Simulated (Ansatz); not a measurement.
YHO2:
Space group P2₁/m (No. 11); a = 4.2768 Å, b = 3.6086 Å, c = 5.9226 Å, α = γ = 90.00°, β = 108.93°

| atom | site | symmetry | x | y | z |
|---|---|---|---|---|---|
| Y | 2e | m | 0.6679 | 0.2500 | 0.3109 |
| H | 2e | m | 0.0148 | 0.2500 | 0.9229 |
| O | 2e | m | 0.2339 | 0.2500 | 0.4490 |
| O | 2e | m | 0.2489 | 0.2500 | 0.9389 |

Relaxed with PBEsol.

Q: Tabulate the valence density and the electron localisation function along the shortest Y–O contact (2.25 Å), PBEsol (plane waves, PAW; program Ansatz).

A: 

```csv
distance from Y (Å),density (e/Å³),ELF
0.23,3.58,0.56
0.34,3.72,0.72
0.45,3.48,0.81
0.56,2.88,0.85
0.68,2.12,0.84
0.79,1.42,0.76
0.90,0.90,0.53
1.01,0.59,0.27
1.13,0.47,0.17
1.24,0.48,0.24
1.35,0.61,0.47
1.46,0.90,0.71
1.58,1.42,0.81
1.69,2.35,0.82
1.80,3.75,0.77
1.91,5.30,0.66
2.03,6.60,0.46
```

The density is the valence pseudo-density with augmentation charge, so density and ELF within about 1 Å of a nucleus are not all-electron values.

Space group P2_1/m. The workflow started from a Materials Project entry (that database holds measured and hypothetical structures alike); the Crystallography Open Database copy checked does not list it. Its standing as an ambient phase is unchecked. Symmetry was held in the PBEsol relaxation; whether a distortion lowers the energy is not shown. No spin polarisation was allowed.

Potentials: the later of the program's two PAW sets.
